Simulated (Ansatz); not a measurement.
Compressing MnZn3: a fit and a missing row

MnZn3, Pm-3m, a = 3.812 Å. The structure is a COD entry; whether it is the stable form wasn't checked. Ansatz: r2SCAN, PAW, 500 eV, Γ-centred 12×12×12 mesh on 4 atoms, Gaussian smearing 0.10 eV; collinear spin, largest moment 3.6 μB. Symmetry fixes shape and atoms, so the cell is only scaled; pressure is positive in compression.

```
V (Å³/atom) P (GPa)
     12.191        ?
     12.607    11.27
     13.022     6.60
     13.438     2.89
     13.853     0.01
     14.269    -2.55
     14.685    -4.76
     15.239    -7.22
```

Question: Take V0 = 13.853 Å³/atom, count pressures from its P0 = 0.01 GPa, fit the third-order Birch–Murnaghan form to the other rows, and predict the missing pressure.

Answer: With the Eulerian strain f = ½[(V0/V)^(2/3) − 1] and y = (P − P0)/[3f(1 + 2f)^(5/2)], the form is the line y = B0 + 1.5 B0 (B0′ − 4) f. Rows (f, y): 0.03242, 98.9; 0.02105, 94.1; 0.01024, 89.1; -0.00977, 91.8; -0.01907, 91.9; -0.03080, 91.7. Means f = 0.0006783, y = 92.917; Σ(Δf)² = 0.003004, ΣΔfΔy = 0.2476; the slope is their ratio. y = 92.86 + 82.42 f GPa, so B0 = 92.9 GPa and B0′ = 4 + 2 × (82.42)/(3 × 92.86) = 4.59. At V = 12.191, f = 0.04447, y = 96.53 and P = 15.94 GPa. The run gave 16.47 GPa, so the fit is 0.53 GPa too low, 2.2 % of the span of the series, against an rms of 0.18 GPa on the fitted rows. The row lies outside the fitted range. A fourth-order term fitted to the same rows gives P = 17.14 GPa at this row's volume (the line 15.94, the run 16.47), no gain. The records add, with no proof that it causes the miss: the largest moment runs from 3.19 to 3.84 μB along the series.

The largest moment runs from 3.19 to 3.84 μB along the series, so B0 and B0′ hold the change of the moment too.

The state reached may not be the lowest one. Only parallel moments were tried here.